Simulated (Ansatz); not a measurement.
## What is wrong with this input? (Ga3Sb)

The input below was meant for crystalline Ga3Sb, with PBEsol, plane waves and PAW in Ansatz.

```yaml
crystal:
  lattice:
    - [-2.158799, 2.158799, 4.760484]
    - [2.158799, -2.158799, 4.760484]
    - [2.158799, 2.158799, -4.760484]
  atoms:
    - { symbol: Ga, position: [0.75, 0.25, 0.5] }
    - { symbol: Ga, position: [0.25, 0.75, 0.5] }
    - { symbol: Ga, position: [0.5, 0.5, 0.0] }
    - { symbol: Sb, position: [0.0, 0.0, 0.0] }
basis:
  ecutwfc: 420
kpoints:
  mp_grid: { grid: [14, 14, 14] }
hamiltonian:
  xc: pbesol
scf:
  occupations: { method: gaussian, width: 0.1 }
  max_iter: 3
output:
  forces: true
  stress: true
  eigenvalues: true
```

Command:

```bash
ansatz run input.yaml --threads 1 --pin off --max-ram 2560MiB --backend cpu --events-out ev --progress --plain --runs-dir out
```

From the log (HF is the Harris–Foulkes energy, dr2 the density residual in eV):

```text
Pseudopotential: Ga, paw, valence charge 13, recommended cutoff 420 eV (normal)
Pseudopotential: Sb, paw, valence charge 15, recommended cutoff 420 eV (normal)
Crystal: 4 atoms, lattice volume = 88.743 Å³
Basis set: ecut = 420 eV, 1743 PW (Γ), exchange–correlation on 80×80×80 points (8 copies of the dense FFT grid, shifted against one another)
Bands: 33, of which v1, the nominal top of the filled ones, is band 27 counted from 1 (26 counted from 0)
Symmetry: 16 space group operations
Space group: I4/mmm (ITA 139), of the structure as read, at distance tolerance 4.5e-5 Å
k-points: 244 of 2744
PAW frozen core: Ga, regenerated for the run's functional, and the local potential with it (the file was generated under x = pbe(κ = 0.804, μ = 0.2195), c = pbe(β = 0.0667))
PAW frozen core: Sb, regenerated for the run's functional, and the local potential with it (the file was generated under x = pbe(κ = 0.804, μ = 0.2195), c = pbe(β = 0.0667))
Initial density: superposition of atomic densities, corrected by the library's trained network
SCF iter   1: HF=-17637.305226 eV  Δρ=2.19e-3  dr2=3.48e-3
SCF iter   2: HF=-17637.303683 eV  Δρ=1.02e-3  dr2=7.56e-4
SCF iter   3: HF=-17637.303481 eV  Δρ=5.44e-4  dr2=3.06e-4
Error: did not converge after 3 iterations: dr2 = 3.06e-4 (threshold 1.00e-7), under the density mixer `msr1`, which `scf.mixing.algorithm: auto` chose by the deck's other keys (type `scf.mixing.algorithm: msr1` to keep it); raise `scf.max_iter`, which need not help a stalled SCF …
```

Problem. Which fault does the input hold?
A. Plain mixing at a large step in a long cell
B. Too few SCF iterations allowed
C. Spin-orbit coupling without non-collinear spin
D. No empty bands beside a smearing
E. A total moment locked at a wrong value

Solution. B. The limit came before the density residual met its threshold. The cure is a higher or no limit.

Mended input, as a difference:

```diff
 scf:
-  max_iter: 3
```

With the mended input the run converges and gives no gap, a pressure of -3.47 GPa.

The mended run took 44 s on 1 thread of Intel(R) Xeon(R) Platinum 8488C (Sapphire Rapids) (shared host), peak memory 0.77 GiB.